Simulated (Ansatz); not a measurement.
# Zincblende alloy of ZnS and MgS (12 of 32 Zn sites exchanged), 64 atoms

The calculation used DFT, PBEsol, PAW, plane waves in Ansatz.

Command:

```sh
ansatz run in.yaml --threads 8 --pin off --max-ram 118750MiB --runs-dir r --events-out ev --progress --plain --backend cuda --devices 0, --max-vram 170GiB
```

The input less its lattice and atoms:

```yaml
crystal:
  symmetry: { detect: false }
kpoints:
  mp_grid: { grid: [1, 1, 1], shift: [0.25, 0.25, 0.25] }
hamiltonian:
  xc: pbesol
scf:
  occupations: { method: fermi_dirac, width: 0.01 }
relax:
  f_tol: 0.03
  max_steps: 80
  escape_saddle: false
  adjacent_minimum: "off"
  cell: { fix: [shape] }
output:
  forces: true
  eigenvalues: true
  populations: true
```

Start:

```xyz
64
Lattice="10.9369 0.0000 0.0000 0.0000 10.9369 0.0000 0.0000 0.0000 10.9369" Properties=species:S:1:pos:R:3 pbc="T T T"
Mg    0.0264    0.0122   10.9284
Mg   10.9264    5.4957   10.9276
Mg    5.4273    0.0393    0.0010
Mg    5.4967   10.9045    5.5022
Mg    2.6978    2.7114   10.9268
Mg    2.7590    2.7386    5.4304
Mg    8.1884    2.7489   10.9314
Mg    8.2309    8.2211    5.4780
Mg    2.6982    0.0379    8.2101
Mg    8.2293    0.0127    2.7522
Mg    8.2328    5.4730    2.7096
Mg   10.8938    2.7600    8.1950
Zn    0.0126   10.8967    5.4898
Zn   10.8945    5.4468    5.4627
Zn    5.4498    5.4557   10.9368
Zn    5.5003    5.4749    5.4822
Zn    2.7391    8.1975   10.9303
Zn    2.7197    8.2112    5.4518
Zn    8.1858    2.7036    5.4498
Zn    8.2145    8.2251    0.0072
Zn    2.6994   10.9162    2.7289
Zn    2.7543    5.4745    2.7242
Zn    2.7318    5.4425    8.1801
Zn    8.1872   10.9297    8.2528
Zn    8.2541    5.4672    8.2222
Zn    0.0370    2.7547    2.7326
Zn    0.0213    8.1960    2.7453
Zn   10.9312    8.1646    8.2146
Zn    5.4792    2.7145    2.7246
Zn    5.4421    2.7432    8.2040
Zn    5.4688    8.1982    2.7048
Zn    5.5107    8.2070    8.1802
S     1.3648    1.3638    1.3895
S     1.3231    1.3661    6.8022
S     1.3595    6.8548    1.3764
S     1.3572    6.8440    6.8304
S     6.7781    1.3647    1.3716
S     6.8255    1.3861    6.8434
S     6.8283    6.8427    1.3741
S     6.7805    6.8457    6.8487
S     4.1424    4.0795    1.3404
S     4.0978    4.0756    6.8091
S     4.1350    9.5798    1.3603
S     4.1159    9.5751    6.7924
S     9.5606    4.0892    1.4129
S     9.5898    4.0962    6.8300
S     9.5587    9.5685    1.3835
S     9.5889    9.5569    6.8365
S     4.0992    1.3447    4.0560
S     4.0951    1.3848    9.5241
S     4.1214    6.8250    4.1053
S     4.1129    6.8669    9.6068
S     9.5454    1.4048    4.0866
S     9.5785    1.3667    9.5958
S     9.5567    6.7954    4.1582
S     9.5729    6.8133    9.5773
S     1.3472    4.0716    4.1043
S     1.3688    4.1365    9.5373
S     1.3873    9.5457    4.0828
S     1.3405    9.5420    9.6022
S     6.8489    4.0983    4.1409
S     6.8300    4.1053    9.5723
S     6.8234    9.5668    4.1100
S     6.8388    9.6011    9.5484
```

Steps:

| step | energy less the first (eV) | largest force component (eV/Å) | pressure (GPa) |
| --- | --- | --- | --- |
| start | 0.000 | 0.964 | 0.12 |
| 1 | -1.187 | 0.397 | -0.04 |
| 2 | -1.419 | 0.048 | -0.15 |
| 3 | -1.425 | 0.006 | -0.02 |

A structure on the way, about -1.19 eV from the start:

```xyz
64
Lattice="10.9353 0.0000 0.0000 0.0000 10.9353 0.0000 0.0000 0.0000 10.9353" Properties=species:S:1:pos:R:3 pbc="T T T"
Mg    0.0140   10.8925    0.0069
Mg    0.0029    5.5258   10.9143
Mg    5.4323   10.9253    0.0125
Mg    5.4826   10.8943    5.4951
Mg    2.7378    2.7503    0.0240
Mg    2.7535    2.7754    5.4221
Mg    8.1624    2.7598   10.9123
Mg    8.2312    8.1971    5.4904
Mg    2.7213   10.9145    8.1860
Mg    8.2282   10.9308    2.7652
Mg    8.2077    5.4677    2.7204
Mg   10.8813    2.7737    8.1476
Zn    0.0123   10.9004    5.4901
Zn   10.9146    5.4825    5.4577
Zn    5.4359    5.4895   10.9268
Zn    5.4806    5.4772    5.4829
Zn    2.7543    8.1603   10.9318
Zn    2.7189    8.1841    5.4497
Zn    8.1824    2.7218    5.4539
Zn    8.1879    8.2014   10.9297
Zn    2.7069   10.9091    2.7592
Zn    2.7654    5.5086    2.7490
Zn    2.7439    5.4834    8.1737
Zn    8.1830   10.9120    8.2291
Zn    8.2082    5.4895    8.1979
Zn    0.0348    2.7584    2.7696
Zn    0.0588    8.1954    2.7542
Zn    0.0084    8.1623    8.1834
Zn    5.4625    2.7442    2.7419
Zn    5.4689    2.7699    8.1859
Zn    5.4324    8.1706    2.7093
Zn    5.4958    8.1560    8.1937
S     1.3635    1.3601    1.4375
S     1.3355    1.3466    6.7810
S     1.4053    6.8665    1.4076
S     1.3707    6.8370    6.8200
S     6.7740    1.3885    1.4039
S     6.8613    1.3995    6.8646
S     6.7944    6.8634    1.3418
S     6.7770    6.8043    6.8625
S     4.1537    4.1593    1.4010
S     4.1193    4.1321    6.8481
S     4.0621    9.5289    1.3982
S     4.1115    9.4753    6.8149
S     9.6017    4.0732    1.4013
S     9.5254    4.1654    6.7820
S     9.5552    9.4729    1.3936
S     9.6084    9.5850    6.8665
S     4.1006    1.3562    4.0355
S     4.1244    1.4015    9.5068
S     4.1118    6.8244    4.1202
S     4.0979    6.8439    9.5760
S     9.5879    1.4054    4.1411
S     9.5543    1.3373    9.5572
S     9.6228    6.8250    4.1141
S     9.5285    6.8618    9.5231
S     1.3383    4.1561    4.0697
S     1.3979    4.1516    9.5129
S     1.3800    9.5521    4.1114
S     1.3671    9.4672    9.5853
S     6.8016    4.0819    4.1594
S     6.7904    4.1678    9.5338
S     6.8013    9.5073    4.0784
S     6.8542    9.5394    9.5193
```

End:

```xyz
64
Lattice="10.9335 0.0000 0.0000 0.0000 10.9335 0.0000 0.0000 0.0000 10.9335" Properties=species:S:1:pos:R:3 pbc="T T T"
Mg    0.0007   10.8625    0.0253
Mg    0.0137    5.5204   10.9263
Mg    5.4623   10.8968   10.9311
Mg    5.4707   10.9230    5.4651
Mg    2.7657    2.7696    0.0311
Mg    2.7373    2.7707    5.4303
Mg    8.1621    2.7524   10.9192
Mg    8.2194    8.1779    5.4978
Mg    2.7391   10.8678    8.1830
Mg    8.2168   10.9236    2.7540
Mg    8.1788    5.4678    2.7466
Mg   10.8960    2.7565    8.1397
Zn    0.0072   10.9219    5.4555
Zn    0.0174    5.4961    5.4615
Zn    5.4458    5.5093   10.9189
Zn    5.4413    5.4664    5.4868
Zn    2.7512    8.1588    0.0262
Zn    2.7192    8.1595    5.4531
Zn    8.1976    2.7611    5.4885
Zn    8.1783    8.1780   10.8859
Zn    2.7122   10.8988    2.7576
Zn    2.7556    5.5031    2.7576
Zn    2.7628    5.5216    8.1857
Zn    8.2087   10.9202    8.1816
Zn    8.1545    5.4949    8.1723
Zn    0.0194    2.7412    2.7907
Zn    0.0584    8.1949    2.7531
Zn    0.0016    8.1777    8.1762
Zn    5.4450    2.7736    2.7583
Zn    5.5002    2.7940    8.1835
Zn    5.4100    8.1593    2.7158
Zn    5.4628    8.1451    8.2145
S     1.3623    1.3579    1.4641
S     1.3495    1.3219    6.7749
S     1.4342    6.8717    1.4271
S     1.3671    6.8262    6.8234
S     6.7744    1.4139    1.4283
S     6.8827    1.4153    6.8771
S     6.7772    6.8798    1.3059
S     6.7660    6.7896    6.8563
S     4.1599    4.1931    1.4289
S     4.1266    4.1547    6.8740
S     4.0304    9.5141    1.4112
S     4.1139    9.4283    6.8172
S     9.6228    4.0550    1.4049
S     9.5024    4.2013    6.7679
S     9.5500    9.4202    1.3805
S     9.6260    9.6108    6.8665
S     4.0917    1.3589    4.0089
S     4.1531    1.4136    9.4977
S     4.1003    6.8170    4.1190
S     4.0895    6.8421    9.5778
S     9.6054    1.4179    4.1724
S     9.5316    1.3146    9.5402
S     9.6658    6.8442    4.0948
S     9.5051    6.8650    9.4866
S     1.3343    4.1832    4.0576
S     1.4146    4.1591    9.4991
S     1.3695    9.5555    4.1228
S     1.3795    9.4260    9.5784
S     6.7692    4.0639    4.1713
S     6.7841    4.1889    9.5297
S     6.7844    9.4769    4.0505
S     6.8686    9.5129    9.4898
```

Self-consistency was reached.

Time: 5.4 s of wall time on one NVIDIA GB200 with 8 processor threads, on a host shared with other runs; peak host memory 1.9 GiB.

Problem. How much energy did the relaxation gain, and which atom moved most?

Solution. 1.42 eV in 3 steps, from a start with small random displacements; atom 46 (S) moved 0.15 Å, the median atom 0.08 Å (drift of the whole cell removed).
